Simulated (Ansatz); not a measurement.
YbSi₂ in space group I4_1/amd (No. 141; Yb on 4b, Si on 8e) under volume change, PBEsol in the plane-wave PAW code Ansatz, shape and atoms relaxed at each volume.

| V (Å³/atom) | E − E(relaxed) (meV/atom) | P (GPa) |
|---|---|---|
| 16.366 | 43.2 | 9.64 |
| 16.906 | 17.5 | 5.72 |
| 17.445 | 3.9 | 2.48 |
| 17.985 | 0.0 | 0.00 |
| 18.525 | 3.1 | -1.76 |
| 19.064 | 11.5 | -3.20 |
| 19.604 | 24.5 | -4.53 |

### Question
What does a third-order Birch–Murnaghan fit give for V₀, B₀ and B′?

### Answer
V₀ = 18.01 Å³/atom, B₀ = 71.7 GPa, B′ = 7.3.

The first step of the workflow began from a Materials Project structure, measured or hypothetical; the Crystallography Open Database copy checked does not list it. COD files the formula under space group No. 191. Whether it is the stable phase at ambient conditions was not checked. The cell was relaxed with PBEsol under the symmetry of its start; its stability against distortions is not shown here. The run is not spin-polarised. The 4f shell is in the valence. No Hubbard U is applied. Spin–orbit coupling is left out wherever it is not named.

Potentials: the later of the program's two PAW sets.
